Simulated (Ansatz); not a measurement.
In₂Si₂O₇ in space group C2/m (No. 12; Pearson symbol mS22), plane-wave PAW PBEsol (Ansatz code), all energies at zero smearing, with the estimated change up to a 700 eV cutoff added, with one set of potentials and settings (totals compare only within such a set). Cell of 11 atoms (2 In, 2 Si, 7 O): -16227.309 eV.

```json
[
 {"element": "In", "reference phase": "I4/mmm, 1 atoms in the cell", "E (eV/atom)": "-5525.4106"},
 {"element": "Si", "reference phase": "Fd-3m, 2 atoms in the cell", "E (eV/atom)": "-621.4920"},
 {"element": "O", "reference phase": "C2/m, 4 atoms in the cell, spin-polarised", "E (eV/atom)": "-558.3554"}
]
```

Formation energy per atom, worked out: (-16227.309 − 2×(-5525.4106) − 2×(-621.4920) − 7×(-558.3554))/11 = -2.274 eV/atom (-219 kJ per mol of atoms), at 0 K, without zero-point energy or fitted corrections.

The first step of the workflow began from a Materials Project structure, measured or hypothetical; the Crystallography Open Database files this formula in space group No. 12, but the cells were not matched. Whether it is the stable phase at ambient conditions was not checked. The PBEsol relaxation kept the symmetry of its start; whether a distortion lowers the energy is not shown. The references are the lowest solids computed at this level, not always the standard phases (solids in place of the gases).

Potentials: the later of the program's two PAW sets.
